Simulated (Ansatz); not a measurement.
Trial structure of SrTiO, not yet relaxed:

```
Sr Ti O
1.0
     3.72927    0.00000    0.00000
     0.00000    3.72927    0.00000
     0.00000    0.00000    3.78276
Sr Ti O
1 1 1
Cartesian
  0.0000 0.0000 0.0000
  1.8646 1.8646 1.8914
  1.8646 1.8646 0.0000
```

Theory: DFT PBE, scalar-relativistic, plane waves, PAW (Ansatz). Settings: cutoff 420 eV, Γ-centred mesh 6×6×6 on the computed 3-atom cell, Gaussian smearing of 0.10 eV; collinear spin from starting moments 0.0 1.0 0.0 μB.

Formation energies are uncorrected and refer to the elements' standard structures at the same level (O₂ as a molecule).

Question: What does a single point on this coarse mesh give?

Answer: The pressure is 10.9 GPa (the mean over three directions, positive in compression), the largest force is 0.00 eV/Å (symmetry fixes the atoms), and the energy is −1.42 eV/atom against the elements. The shortest distance is 1.89 Å.

Question: Is it a good guess?

Answer: A fair one: relaxing gains under 0.1 eV/atom (the start's value is from the coarse mesh, so the gain is rough) in 12 ionic steps and ends at −1.49 eV/atom on the finer mesh. The symmetry stays P4/mmm (No. 123). The volume per atom grows by 12.2 %, from 17.5 to 19.7 Å³. The shortest distance goes from 1.89 Å (Ti–O) to 1.98 Å (Ti–O). Conventional cell: a = 3.862 Å, c = 3.956 Å. Sr is surrounded by 4 O at 2.73 Å, 8 Ti at 3.37 Å and 6 Sr at 3.86–3.96 Å; around Ti lie 2 O at 1.98 Å and 8 Sr at 3.37 Å; around O lie 2 Ti at 1.98 Å and 4 Sr at 2.73 Å.

The last run used collinear spin, a 12×12×12 mesh for its 3-atom cell and Gaussian smearing of 0.10 eV. Another magnetic order may lie lower. The relaxation can't lower the symmetry of the start, and the grade says only how near the guess is to its own end. A structure relaxed within its symmetry needn't be a true minimum.
